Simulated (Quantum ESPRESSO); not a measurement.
```cif
data_H24Mg8Ru4
_chemical_formula_sum 'H24 Mg8 Ru4'
_space_group_name_H-M_alt 'Fm-3m'
_space_group_IT_number 225
_space_group_name_Hall '-F 4 2 3'
_cell_length_a 6.59511
_cell_length_b 6.59511
_cell_length_c 6.59511
_cell_angle_alpha 90.000
_cell_angle_beta 90.000
_cell_angle_gamma 90.000
loop_
_atom_site_label
_atom_site_type_symbol
_atom_site_symmetry_multiplicity
_atom_site_Wyckoff_symbol
_atom_site_fract_x
_atom_site_fract_y
_atom_site_fract_z
_atom_site_occupancy
H1 H 24 e 0.00000 0.00000 0.25304 1
Mg1 Mg 8 c 0.25000 0.25000 0.25000 1
Ru1 Ru 4 a 0.00000 0.00000 0.00000 1
```
(The calculation used a cell of 9 atoms; values per cell refer to that cell.)

The geometry is that of Materials Project entry mp-697030, symmetrised and not relaxed again.

### Question
What does PBEsol (pw.x of Quantum ESPRESSO, ONCV potentials, scalar-relativistic) give for the electronic structure near the Fermi level?

### Answer
The PBEsol gap is direct, 3.00 eV at X. Spin-orbit splittings are left out.

The structure is a Materials Project entry; no match was found in the copy of COD used, and its stability was not checked.
